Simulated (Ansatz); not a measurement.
**How far do frozen cores hold at 0.4 of the volume?**

Ansatz 0.2.0 under LDA, scalar-relativistic: all-electron LAPW against the default frozen-core PAW files (made under PBE) and norm-conserving files, on the same cells and meshes. Each crystal is compressed to 0.4 of its own relaxed volume, with k spacings near 0.17 Å⁻¹ and smearing of 0.05 to 0.1 eV; crystals with Cr, Mn, Fe, Co, Ni, Eu or Gd start ferromagnetic, the others run without spin. The structure types needn't be the stable ones.

**Question.** For which of Rh (sc), F (sc), Mn (hcp), Be (diamond) does the PAW pressure depart most from LAPW, and by how much?

**Answer.** Mn (hcp), by -2.39 %. All values:

```csv
crystal,V (Å³/atom),P LAPW (GPa),PAW − LAPW (%),"energy rise, PAW − LAPW (meV/atom)",norm-conserving − LAPW (%)
Rh (sc),6.10,1804,-1.74,-180,1.72
F (sc),3.62,861.5,0.12,12,-0.94
Mn (hcp),4.02,1879,-2.39,-145,-2.35
Be (diamond),5.61,195.1,-0.13,1,0.59
```
